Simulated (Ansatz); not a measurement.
SiRu2 in space group P4/nmm (No. 129; Ru on 2a, Ru on 2c, Si on 2c), plane-wave PAW PBE (Ansatz code), all energies at zero smearing, with the estimated change up to a 700 eV cutoff added, with one set of potentials and settings (totals compare only within such a set). Cell of 6 atoms (4 Ru, 2 Si): -24787.912 eV.

| element | reference phase | E (eV/atom) |
|---|---|---|
| Ru | P6_3/mmc, 2 atoms in the cell | -5878.7331 |
| Si | Fd-3m, 2 atoms in the cell | -635.8114 |

Formation energy per atom, worked out: (-24787.912 − 4×(-5878.7331) − 2×(-635.8114))/6 = -0.226 eV/atom (-22 kJ per mol of atoms), at 0 K, without zero-point energy or fitted corrections.

A made-up cell: these elements were put on the sites of a structure type; neither database checked (COD, Materials Project) lists it. Whether it is the stable phase at ambient conditions was not checked. The cell was relaxed with PBE under the symmetry of its start; its stability against distortions is not shown here. No spin polarisation was allowed. The references are the lowest solids computed at this level, not always the standard phases.

Potentials: the earlier of the program's two PAW sets.
